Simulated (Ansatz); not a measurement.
Does relaxation matter for the field gradients of CsPbBr3 with Be replacing Pb?

Start: a supercell of CsPbBr3 (cubic perovskite type, Pm-3m) built from a COD entry, with all atoms left at the host's positions.

Space group Im-3m (No. 229); a = 11.7400 Å.

| site | Wyckoff | site symmetry | x | y | z |
| --- | --- | --- | --- | --- | --- |
| Cs | 8c | .-3m | 0.2500 | 0.2500 | 0.2500 |
| Be | 2a | m-3m | 0.5000 | 0.5000 | 0.5000 |
| Pb | 6b | 4/mm.m | 0.5000 | 0.5000 | 0.0000 |
| Br9 | 12e | 4m.m | 0.2500 | 0.5000 | 0.5000 |
| Br10 | 12d | -4m.2 | 0.7500 | 0.0000 | 0.5000 |

One atom of each set is listed; the run and its k-mesh use a cell of 20 atoms with edges of 10.17, 10.17, 10.17 Å.

All values are calculated (Ansatz; DFT, PBE, plane waves and PAW, scalar-relativistic, 420 eV cutoff, Γ-centred 2×2×2 k-points, Fermi–Dirac smearing 0.01 eV), not measured.

The largest force at the start is 1.2 eV/Å. Relaxing the ions at fixed cell moves them by 0.314 Å at most (atom 12, Br) and 0.172 Å rms.

```tsv
site	moved (Å)	first shell before	first shell after	V_zz before (10²¹ V/m²)	η before
Cs	0.000	12 Br at 4.15 Å	12 Br at 4.15–4.16 Å	-0.63	0.00
Be	0.000	6 Br at 2.93–2.94 Å	6 Br at 2.62 Å	0.00	–
Pb	0.000	6 Br at 2.94 Å	6 Br at 2.94–3.25 Å	2.94	0.00
Br9	0.314	1 Be at 2.94 Å, 1 Pb at 2.94 Å, angle 180°	1 Be at 2.62 Å; also 1 Pb at 3.25 Å	31.1	0.00
Br10	0.000	2 Pb at 2.93–2.94 Å, angle 180°	2 Pb at 2.93–2.94 Å, angle 180°	20.0	0.00
```

Task: What are V_zz and η after the relaxation?

Result: 

```
site  V_zz after  η after  change of V_zz
  Cs       -2.58     0.00           -1.95
  Be        0.00        –            0.00
  Pb       19.63     0.00          +16.69
 Br9        29.6     0.00           -1.51
Br10        20.5     0.00           +0.44
```

The largest change of V_zz is on Pb, from 2.94 to 19.63.

The defect repeats with the cell of 20 atoms, so it feels its images: sites between two images don't show the values beside a lone defect, and zeros or small values of η there can come from the images' arrangement. Br carries a gradient in the pure host already, so the values there aren't the defect's effect alone. This high-symmetry form of CsPbBr3 is unstable when cold, to tilts of the octahedra. The symmetry of the cell holds that distortion back, wholly or in part, and it would change the field gradients, the more the larger the distortion. Spin–orbit coupling is left out, which shifts gradients on Pb by a few per cent, and by more where contributions nearly cancel.
Before: The neighbours have not yet relaxed around the defect (largest force 1.2 eV/Å), so a real crystal will differ.
After: The relaxation keeps the site symmetry m-3m of the start, so the impurity can't leave its site; a start off the site could end lower.
